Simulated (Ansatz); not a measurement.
LuPd$_{3}$:
```yaml
crystal:
  lattice:
    - [4.01790, 0.00000, 0.00000]
    - [0.00000, 4.01790, 0.00000]
    - [0.00000, 0.00000, 4.01790]
  atoms:
    - { symbol: Lu, position: [0.00000, 0.00000, 0.00000] }
    - { symbol: Pd, position: [0.00000, 0.50000, 0.50000] }
    - { symbol: Pd, position: [0.50000, 0.00000, 0.50000] }
    - { symbol: Pd, position: [0.50000, 0.50000, 0.00000] }
```

Relaxed with PBEsol.

Q: Map the electron localisation function on the plane through (0.000, 0.000, 0.000) spanned by u = [1, 1, 0] and v = [1, 0, 1] in lattice vectors, from DFT-PBEsol in the program Ansatz with PAW potentials.

A: x is the fraction of u, y of v (the angle between them is 60°; rows are the nearest grid lines); atoms in the plane: Lu at (0.00, 0.00), Pd at (0.50, 0.50), Pd at (0.00, 0.50), Pd at (0.50, 0.00).
```
|89996100124542124542100169998|
|99998300123554224553210038999|
|99998500012355444553210005899|
|68886300011112455542111100036|
|13553100011111223322111110001|
|00010000011111111111111111000|
|00000000111111111111111111110|
|22111111223332211111111223332|
|43211111234554421111111244554|
|55321111235555553111111355555|
|45531111135544455311111355444|
|24542111124542245521111255422|
|22455211112554224542111124542|
|44455311111355444553111113554|
|55555311111135555553211112355|
|45544211111112445543211111234|
|23332211111111223332211111122|
|01111111111111111111100000000|
|00011111111111111111000001000|
|10001111122332211111000135531|
|63000111124555421111000368886|
|99850001235544455321000589999|
|99983001235542245532100389999|
|89996100124542124542100169998|
```
Scale: ten equal steps from 0.100 (start of '0') to 0.870 (end of '9'), in the order '0123456789'; x runs from 0.000 to 1.00, y from 0.000 (bottom) to 1.00 (top).

The density is the valence pseudo-density with augmentation charge, so density and ELF within about 1 Å of a nucleus are not all-electron values.

Space group Pm-3m (Cu3Au type). The workflow started from an entry of the Crystallography Open Database (COD). Whether it is the stable phase at ambient conditions was not checked. The cell was relaxed with PBEsol under the symmetry of its start; its stability against distortions is not shown here. The run is not spin-polarised. Spin–orbit coupling is left out wherever it is not named.

Potentials: the later of the program's two PAW sets.
